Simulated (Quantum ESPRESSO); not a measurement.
## Al2ZnGeN4 (a curve over one atom's position)

A calculation, not a measurement. The program is pw.x of Quantum ESPRESSO 7.5 (plane-wave density functional theory). The cell is made up: 8 atoms on a wurtzite lattice, with randomly drawn elements, strain and displacements, not relaxed. PseudoDojo standard norm-conserving files (v0.5 for PBE, v0.4.1 for LDA and PBEsol) set the functional; there is no spin polarisation, spin-orbit coupling or dispersion term, and the masses in the input are unused placeholders.

Seven runs move atom 8 (N, counted in the order of the input) along z and keep all else fixed.

Input of the run at -0.0185:

```
&control calculation='scf', pseudo_dir='./dojo.nc.sr.pbe.v0_5.standard.upf', outdir='./o', disk_io='medium', tprnfor=.true., tstress=.true. /
&system ibrav=0, nat=8, ntyp=4, nbnd=36, ecutwfc=84.00895049, nosym=.true., tot_charge=0,
 occupations='smearing', smearing='fd', degauss=0.0018374661
/
&electrons conv_thr=7.350e-09, electron_maxstep=60, /
ATOMIC_SPECIES
Al 1.0 Al.upf
Ge 1.0 Ge.upf
N 1.0 N.upf
Zn 1.0 Zn.upf
CELL_PARAMETERS angstrom
3.0677 0.03 -0.0203
0.052 5.4395 -0.0079
-0.0332 -0.0074 5.0023
ATOMIC_POSITIONS angstrom
Al -0.0803 0.0218 -0.005
Al 1.5575 2.6533 -0.1147
Zn 1.568 0.8976 2.5018
Ge 0.1711 3.524 2.4428
N -0.0472 -0.0077 1.9231
N 1.5178 2.6783 1.8291
N 1.4814 0.9082 4.3809
N 0.0108 3.5935 4.3096
K_POINTS automatic
6 4 4 1 1 1
```

| shift of atom 8 along z (Å) | free energy less that of the input shown (eV) | Fx on atom 8 (eV/Å) | Fy on atom 8 (eV/Å) | Fz on atom 8 (eV/Å) | pressure (GPa) | iterations |
| --- | --- | --- | --- | --- | --- | --- |
| -0.1619 | 0.3722 | -0.419 | -0.270 | 4.933 | 20.05 | 11 |
| -0.1422 | 0.2824 | -0.386 | -0.261 | 4.190 | 19.61 | 11 |
| -0.0622 | 0.0515 | -0.312 | -0.199 | 1.718 | 18.40 | 13 |
| -0.0185 | 0.0000 | -0.302 | -0.153 | 0.669 | 18.05 | 13 |
| +0.0813 | 0.0293 | -0.334 | -0.032 | -1.136 | 17.88 | 13 |
| +0.1109 | 0.0691 | -0.353 | 0.005 | -1.546 | 17.95 | 13 |
| +0.1435 | 0.1262 | -0.376 | 0.046 | -1.944 | 18.09 | 13 |

A cubic fit gives dFz/dz = -20.39 eV/Å² at zero shift. Across the table the free energy follows the integral of the force to within 0.1 meV. A rerun of one of the cells at 1437 eV and a 8 x 6 x 6 mesh moved values by no more than 0.002 eV in energy, 0.04 GPa in stress and 0.003 eV/Å in force.